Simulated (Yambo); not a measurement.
BSE-type run in Yambo on FeS2 (marcasite, space group Pnnm, No. 58), at finite momentum (a q point of the mesh, 1.31 1/Å).

Quantum ESPRESSO step (LDA, PseudoDojo standard norm-conserving files, scalar-relativistic):
```
&CONTROL
  calculation = 'nscf'
  pseudo_dir = './pseudo'
  outdir = './out'
/
&SYSTEM
  ibrav = 0
  nat = 6
  ntyp = 2
  ecutwfc = 90.0
  ecutrho = 360.0
  occupations = 'fixed'
  force_symmorphic = .true.
  nbnd = 61
/
&ELECTRONS
  conv_thr = 6.000000000000001e-09
  diago_full_acc = .true.
  diago_thr_init = 1e-08
/
ATOMIC_SPECIES
S 32.0600 S.upf
Fe 55.8450 Fe.upf
CELL_PARAMETERS angstrom
  4.425620000000   0.000000000000   0.000000000000
  0.000000000000   5.396530000000   0.000000000000
  0.000000000000   0.000000000000   3.377700000000
ATOMIC_POSITIONS crystal
S   0.299590000000   0.878180000000   0.500000000000
S   0.700410000000   0.121820000000   0.500000000000
S   0.799590000000   0.621820000000   0.000000000000
S   0.200410000000   0.378180000000   0.000000000000
Fe   0.500000000000   0.500000000000   0.500000000000
Fe   0.000000000000   0.000000000000   0.000000000000
K_POINTS automatic
6 6 8 0 0 0
```

Yambo input:
```
rim_cut
optics
bse
bss
dipoles
em1s
RandQpts= 1000000
RandGvec= 1 Ry
FFTGvecs= 40 Ry
Chimod= "HARTREE"
BSKmod= "SEX"
BSEmod= "resonant"
BSSmod= "hs"
BSENGexx= 15 Ry
BSENGBlk= 3 Ry
% KfnQP_E
 0.258 | 1.0 | 1.0 |
%
% BSEQptR
 80 | 80 |
%
% BSEBands
 25 | 32 |
%
% BEnRange
 0.0 | 6.3 | eV
%
% BDmRange
 0.15 | 0.15 | eV
%
BEnSteps= 126
% BLongDir
 1.0 | 0.0 | 0.0 |
%
BSHayTrs= -0.02
BSSNEig= 24
WRbsWF
% BndsRnXs
 9 | 56 |
%
NGsBlkXs= 3 Ry
% LongDrXs
 1.0 | 1.0 | 1.0 |
%
```

From the report:

The dimension is k points × valence × conduction bands = 288 × 4 × 4 = 4608.
```
   [SLEPC] Approach                          : Krylov-Schur
   [SLEPC] Number of requested eigenvalues   :  24
   [SLEPC] Number of eigenvalues        [NEV]:  24
    [K] Dimension                                    :   4608
    [K] Bands                                        :   25   32
    [K] Exchange res                                 : yes
    [K] Correlation res                              : yes
    [K] W interaction is bare                        : no
    [K] RL vectors exchange                          :   525
    [K] RL vectors correlation                       :   51
    [W] Matrix size                                  :   51
    [W] Bands                                        :    9   56
    [W] Coulomb Cutoff                               : none
    [W] Hxc Kernel                                   : HARTREE
```
Lowest eigenvalues (eV; in brackets the number of states within 2 meV): 1.03 (2), 1.03 (2), 1.08 (2), 1.08 (2), 1.09 (2), 1.10 (2). They depend on the mesh, which isn't converged, and on the G0W0 scissor.

Geometry of the Materials Project entry, not relaxed at this level.

This is not the ordinary phase of the substance.

The runs are not spin-polarised; magnetic order was not tried.
